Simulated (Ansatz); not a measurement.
Start of a relaxation of Zr2B3:

```yaml
crystal:
  lattice:
    - [4.05021, 0.00000, 0.00000]
    - [-2.02510, 3.50758, 0.00000]
    - [0.00000, 0.00000, 4.42540]
  atoms:
    - { symbol: Zr, position: [0.33333, 0.66667, 0.50000] }
    - { symbol: Zr, position: [0.66667, 0.33333, 0.50000] }
    - { symbol: B, position: [0.50996, 0.00000, 0.00000] }
    - { symbol: B, position: [0.00000, 0.50996, 0.00000] }
    - { symbol: B, position: [0.49004, 0.49004, 0.00000] }
```

All numbers below come from DFT PBE, scalar-relativistic, plane waves, PAW in Ansatz 0.2.0. Cutoff 420 eV, Gaussian smearing, Γ-centred meshes. Cell and atoms relax first on a coarse mesh and then on a finer one. In between, the cell is made exact in the group found at 0.06 Å. In metals the finer mesh still leaves noise of several meV/atom or more. The steps can't lower the symmetry of their start. No spin polarisation in the relaxation; trial moments died out in a coarse test.

A guess keeps its type if space group and coordination stay and the shape of the cell changes little (axis ratios within about 15 %, angles within 6°); the volume may change.

Problem. Will the relaxed cell still be of the starting type?

Solution. It doesn't keep its type. The symmetry goes from P-62m (No. 189) to P6/mmm (No. 191). The volume per atom grows by 54.3 %, from 12.6 to 19.4 Å³. The shortest distance goes from 2.03 Å (B–B) to 2.41 Å (Zr–B). Counting neighbours within 15 % of an atom's shortest distance, the start has B 4, Zr 9 and the end B 4, Zr 6. In detail, at the end Zr has 6 B at 2.41 Å; around B lie 4 Zr at 2.41 Å and 4 B at 2.79 Å.

```
Zr B
1.0
     5.58185    0.00000    0.00000
    -2.79093    4.83403    0.00000
     0.00000    0.00000    3.59446
Zr B
2 3
Direct
  0.33333 0.66667 0.50000
  0.66667 0.33333 0.50000
  0.50000 0.00000 0.00000
  0.00000 0.50000 0.00000
  0.50000 0.50000 0.00000
```

The zero of energy is the elements' standard structures at the same level; no fitted shifts are applied.

Problem. At what energy does it end?

Solution. +0.70 eV/atom. The separate elements lie lower, so it is unstable against them.

The last run used a 12×12×10 mesh (in the run's order of axes) for its 5-atom cell and Gaussian smearing of 0.10 eV. A structure relaxed within its symmetry needn't be a true minimum. Another cell of Zr2B3 relaxed alike, in P-1, lies 1.25 eV/atom lower, so this cell isn't the stable form at this level.
